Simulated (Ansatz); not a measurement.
AgI (wurtzite, space group No. 186), DFT-LDA in the program Ansatz with PAW potentials. The conduction-band minimum lies at Γ, with 1 equivalent valley. Second derivatives d²E/dk² of the lowest band at one valley (eV·Å²), along Cartesian directions:

```
direction  d²E/dk²
---------  -------
[100]        54.95
[010]        54.95
[001]        57.97
[110]        54.95
[101]        56.48
[011]        56.48
```

Task: Find the principal effective masses, the density-of-states mass and the conductivity mass.

Result: Off-diagonal terms follow from H_xy = H[110] − (H_xx + H_yy)/2, and m*/mₑ = 7.620 eV·Å² over each eigenvalue: 0.13, 0.14, 0.14. One valley's DOS mass (m₁m₂m₃)^(1/3) = 0.14, conductivity mass 3/(Σ 1/mᵢ) = 0.14 mₑ.

Task: What effective density of states Nc follows at 300 K for parabolic valleys?

Result: Nc = 2.509e19 × 1 × (0.14)^(3/2) ≈ 1.3e18 cm⁻³.

Task: With the computed static dielectric constant 7.01 (mean of the diagonal), estimate a hydrogenic donor's binding energy and radius.

Result: E = 13.606 eV × 0.14/7.01² ≈ 39 meV; a = 0.529 Å × ε/m* ≈ 26 Å. Semilocal masses tend to be too small where the gap is.

Space group P6_3mc (wurtzite). Symmetry was held in the LDA relaxation; phonons on a q-mesh show no instability. No spin polarisation was allowed. Scalar-relativistic: spin–orbit coupling is off unless named, which matters more the heavier the elements.

Potentials: the earlier of the program's two PAW sets.
